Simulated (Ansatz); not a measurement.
Sb (A7 type, space group R-3m)

```
CELL_PARAMETERS angstrom
      2.16065     1.24745     3.67987
     -2.16065     1.24745     3.67987
      0.00000    -2.49490     3.67987
ATOMIC_POSITIONS crystal
  Sb 0.23638 0.23638 0.23638
  Sb 0.76362 0.76362 0.76362
```

Equation-of-state scan: isotropic scaling of the cell above, V₀ being its volume. The atoms relax within the cell's symmetry.

Computed with PBE-D3(BJ) (plane waves to 420 eV, PAW, scalar-relativistic; Ansatz, an electronic-structure program). k mesh 13×13×13 (Γ-centred), Fermi-Dirac smearing 0.05 eV. The energy includes the smearing's −TS. Compression counts positive. With the shape held, the modulus is that of even scaling; a crystal free to change shape is softer. Sb was relaxed with its symmetry unable to fall. Spin-orbit coupling is left out, though Sb is heavy. ΔE is measured from the relaxed starting cell. The last digit holds for this mesh only.

```csv
V (Å³/atom),ΔE (meV/atom)
24.994,142.1
26.184,73.6
27.375,withheld
28.565,7.4
29.755,0.0
30.945,6.5
32.135,24.1
33.326,50.6
34.516,84.2
```

**Question.** Fit a third-order Birch-Murnaghan form (E₀, V₀, B₀, B₀′ free) to the given rows and predict ΔE at V = 27.375.

**Answer.** Least squares on the 8 given rows: ΔE = E₀ + (9V₀B₀/16)·y²·[2 + (B₀′ − 4)y], y = (V₀/V)^(2/3) − 1, with V₀ = 29.733 Å³/atom, B₀ = 45.02 GPa (160.2 GPa = 1 eV/Å³; the term in eV is multiplied by 1000), B₀′ = 4.03, E₀ = 0.16 meV/atom; root-mean-square residual 0.17 meV/atom. At 27.375 the fit gives 30.3 meV/atom; the calculation gives 31.2 meV/atom, so the interpolation is off by -0.9 (-2.9 %). For the pressure the fit gives 4.4 GPa against the computed 4.4 GPa.

(A scan under strain: stresses follow from slopes of the energy per volume, elastic moduli from its curvatures.)
